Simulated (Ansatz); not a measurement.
Starting cell, Si (diamond):

```
CELL_PARAMETERS angstrom
      0.00000     5.44431     5.44431
      2.72216     0.00000     2.72216
      2.72216     2.72216     0.00000
ATOMIC_POSITIONS crystal
  Si 0.25000 0.50000 0.50000
  Si 0.75000 0.50000 0.50000
  Si 0.37500 0.75000 0.75000
  Si 0.87500 0.75000 0.75000
```

The atoms are displaced by Q × the pattern below (from a DFPT mode at L = (0.5, 0.0, 0.0), largest move 1; Q in Å), at fixed cell. (q is in reciprocal vectors of the primitive cell; the cell shown is doubled to hold the pattern.)

```csv
atom,x,y,z
Si1,-0.577,0.577,0.577
Si2,0.577,-0.577,-0.577
Si3,-0.577,0.577,0.577
Si4,0.577,-0.577,-0.577
```

Calculation: r2SCAN (plane waves to 500 eV, PAW, scalar-relativistic; Ansatz, a program for electronic structure). k mesh 5×10×10 (Γ-centred), Fermi-Dirac smearing 0.05 eV. E stands for the smeared free energy. Compression counts positive. Si was relaxed with its symmetry unable to fall. The zero of ΔE is the undisplaced structure.

```json
[
 {"Q (Å)": "-0.100", "ΔE (eV/cell)": "0.369", "−dE/dQ from forces (eV/Å)": "7.692", "P (GPa)": "1.82"},
 {"Q (Å)": "-0.083", "ΔE (eV/cell)": "0.253", "−dE/dQ from forces (eV/Å)": "6.250", "P (GPa)": "1.25"},
 {"Q (Å)": "-0.067", "ΔE (eV/cell)": "0.160", "−dE/dQ from forces (eV/Å)": "4.897", "P (GPa)": "0.80"},
 {"Q (Å)": "-0.050", "ΔE (eV/cell)": "0.089", "−dE/dQ from forces (eV/Å)": "3.613", "P (GPa)": "0.44"},
 {"Q (Å)": "-0.033", "ΔE (eV/cell)": "0.039", "−dE/dQ from forces (eV/Å)": "2.380", "P (GPa)": "0.19"},
 {"Q (Å)": "-0.017", "ΔE (eV/cell)": "0.010", "−dE/dQ from forces (eV/Å)": "1.182", "P (GPa)": "0.05"},
 {"Q (Å)": "0.000", "ΔE (eV/cell)": "0.000", "−dE/dQ from forces (eV/Å)": "0.000", "P (GPa)": "0.00"},
 {"Q (Å)": "0.017", "ΔE (eV/cell)": "0.010", "−dE/dQ from forces (eV/Å)": "-1.182", "P (GPa)": "0.05"},
 {"Q (Å)": "0.033", "ΔE (eV/cell)": "0.039", "−dE/dQ from forces (eV/Å)": "-2.380", "P (GPa)": "0.19"},
 {"Q (Å)": "0.050", "ΔE (eV/cell)": "0.089", "−dE/dQ from forces (eV/Å)": "-3.613", "P (GPa)": "0.44"},
 {"Q (Å)": "0.067", "ΔE (eV/cell)": "0.160", "−dE/dQ from forces (eV/Å)": "-4.897", "P (GPa)": "0.80"},
 {"Q (Å)": "0.083", "ΔE (eV/cell)": "0.253", "−dE/dQ from forces (eV/Å)": "-6.250", "P (GPa)": "1.25"},
 {"Q (Å)": "0.100", "ΔE (eV/cell)": "0.369", "−dE/dQ from forces (eV/Å)": "-7.692", "P (GPa)": "1.82"}
]
```

Read from the data:

The energy at Q = 0.100 Å is 369 meV/cell. Space group of the distorted cell: R-3m (No. 166), lowered from Fd-3m. Symmetry of the curve: even: the same for both signs. Shape of the curve: a single well with its minimum at or next to zero displacement. Harmonic wavenumber from the curvature (finite differences): 414 cm⁻¹.

The 13 points together took about 70 core-seconds (a rough figure).

(For displaced atoms, the force is minus the slope of the energy, and its curvature is a force constant, which sets phonon frequencies.)
